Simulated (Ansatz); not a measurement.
B (fcc (Cu type), space group No. 225) under volume change, plane-wave PAW r²SCAN (Ansatz code), scaled uniformly.

```json
[
 {"V (Å³/atom)": "5.296", "E − E(relaxed) (meV/atom)": "47.5", "P (GPa)": "31.40"},
 {"V (Å³/atom)": "5.470", "E − E(relaxed) (meV/atom)": "20.0", "P (GPa)": "19.34"},
 {"V (Å³/atom)": "5.645", "E − E(relaxed) (meV/atom)": "4.7", "P (GPa)": "8.90"},
 {"V (Å³/atom)": "5.819", "E − E(relaxed) (meV/atom)": "0.0", "P (GPa)": "0.00"},
 {"V (Å³/atom)": "5.994", "E − E(relaxed) (meV/atom)": "4.3", "P (GPa)": "-7.75"},
 {"V (Å³/atom)": "6.168", "E − E(relaxed) (meV/atom)": "16.5", "P (GPa)": "-14.55"},
 {"V (Å³/atom)": "6.343", "E − E(relaxed) (meV/atom)": "35.7", "P (GPa)": "-20.44"}
]
```

Question: What does a third-order Birch–Murnaghan fit give for V₀, B₀ and B′?

Answer: V₀ = 5.82 Å³/atom, B₀ = 279 GPa, B′ = 3.8.

Space group Fm-3m (fcc (Cu type)). A made-up cell: these elements were put on the sites of a structure type; neither database checked (COD, Materials Project) lists it. It is not the phase usual at ambient conditions (space group No. 166). Symmetry was held in the r²SCAN relaxation. At this level the phase is mechanically unstable.

Potentials: the earlier of the program's two PAW sets.
